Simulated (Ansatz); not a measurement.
**HCl under pressure**

Method: DFT LDA, scalar-relativistic, plane waves, PAW in Ansatz. Settings: 420 eV plane-wave cutoff, Γ-centred 10×10×10 mesh, fixed occupations. No spin polarisation. Phonons by linear response, acoustic sum rule imposed.

Equilibrium structure at this level:
```cif
data_structure
_symmetry_space_group_name_H-M 'I4mm'
_symmetry_Int_Tables_number 107
_cell_length_a 3.6073
_cell_length_b 3.6073
_cell_length_c 4.9907
_cell_angle_alpha 90.000
_cell_angle_beta 90.000
_cell_angle_gamma 90.000
_cell_volume 64.94
loop_
_atom_site_label
_atom_site_type_symbol
_atom_site_symmetry_multiplicity
_atom_site_Wyckoff_symbol
_atom_site_fract_x
_atom_site_fract_y
_atom_site_fract_z
_atom_site_occupancy
H1 H 2 a 0.00000 0.00000 0.70297 1
Cl1 Cl 2 a 0.00000 0.00000 0.96503 1
```

The crystal is built of molecules and no dispersion correction was added, so the binding between them is poorly described, and with it their spacing and whatever depends on it.

Problem. The cell is relaxed again at 1 and 4 and 20 and 30 and 40 GPa. How do volume, gap and optical modes at Γ (cm⁻¹, counted from the lowest optical one; a degenerate one stands once) change?

Solution.
```csv
,0 GPa,1 GPa,4 GPa,20 GPa,30 GPa,40 GPa
V/V0,1.000,0.934,0.825,0.633,0.580,0.542
gap (eV),4.52,4.21,3.59,1.89,1.21,0.65
"ε∞, mean",2.69,2.86,3.19,4.26,4.78,5.26
mode 1,162,151,112,204i,269i,318i
mode 3,2693,2676,2644,2566,2536,2511
```